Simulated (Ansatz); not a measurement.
LaLuO3 (cubic perovskite, space group No. 221) at seven volumes, DFT-PBEsol in the program Ansatz with PAW potentials, scaled uniformly. One row is withheld.

```csv
V (Å³/atom),P (GPa)
13.414,17.39
13.856,10.63
14.299,4.88
14.741,0.00
15.183,-4.15
15.625,?
16.067,-10.70
```

Fit the shown pressures and predict the withheld one.

Third-order Birch–Murnaghan: P = (3/2)B₀(x^(7/2) − x^(5/2))[1 + (3/4)(B′ − 4)(x − 1)] with x = (V₀/V)^(2/3). Least squares on the six rows gives V₀ = 14.741 Å³/atom, B₀ = 149.9 GPa, B′ = 4.37. At V = 15.625, x = 0.9619 and P = -7.69 GPa. The run itself gave -7.69 GPa.

Space group Pm-3m (cubic perovskite). A made-up cell: these elements were put on the sites of a structure type; neither database checked (COD, Materials Project) lists it. Whether it is the stable phase at ambient conditions was not checked. The PBEsol relaxation kept the symmetry of its start. At this level the phase is dynamically unstable (imaginary phonons). Spin–orbit coupling is left out wherever it is not named.

Potentials: the later of the program's two PAW sets.
